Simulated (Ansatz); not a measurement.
Property card for V

V:
```yaml
crystal:
  lattice:
    - [0.00000, 2.45038, 2.45038]
    - [2.45038, 0.00000, 2.45038]
    - [2.45038, 2.45038, 0.00000]
  atoms:
    - { symbol: V, position: [0.00000, 0.00000, 0.00000] }
    - { symbol: V, position: [0.50000, 0.50000, 0.50000] }
```
The run is spin-polarised; directions of the spins, atom by atom: ↑ ↓.

Space group Pm-3m (No. 221), simple cubic; conventional cell a = 2.450 Å, b = 2.450 Å, c = 2.450 Å, α = 90.00°, β = 90.00°, γ = 90.00°.

Method: plane-wave PAW r²SCAN (Ansatz code). Structure relaxed to zero pressure with the same functional. Other levels are named where they apply.

**Cell and energy**

```json
{
  "volume_per_atom": "14.71 Å³",
  "density": "5.75 g/cm³"
}
```

**Electronic structure**

```json
{
 "electronic_character": "metallic (no gap)",
 "Density of states at the Fermi level": "1.7 states/eV per atom (mean over ±0.08 eV)"
}
```

**Magnetism**

```json
{
  "magnetic_order": "antiferromagnetic",
  "net_moment": "0.00 μB per atom"
}
```

**Mechanics**

```json
{
  "Bulk modulus (Birch–Murnaghan fit)": "104 GPa",
  "Pressure derivative B′": "3.3",
  "mechanical_stability": "unstable (C has a negative eigenvalue)"
}
```

The cell is a constructed one: a structure type filled with these elements; neither database checked (COD, Materials Project) lists it. It is not the phase usual at ambient conditions (space group No. 229). The r²SCAN relaxation kept the symmetry of its start, as lowered by the spin order. The final state is antiferromagnetic, chosen from 3 collinear starts compared on coarse meshes (ties went to the first, and starts can fall back to one state), not a proven ground state. Other orbital occupations within this spin state were not tried. Point labels and valley counts follow the cell and symmetry of the run, lower than the named group.

Potentials: the later of the program's two PAW sets.
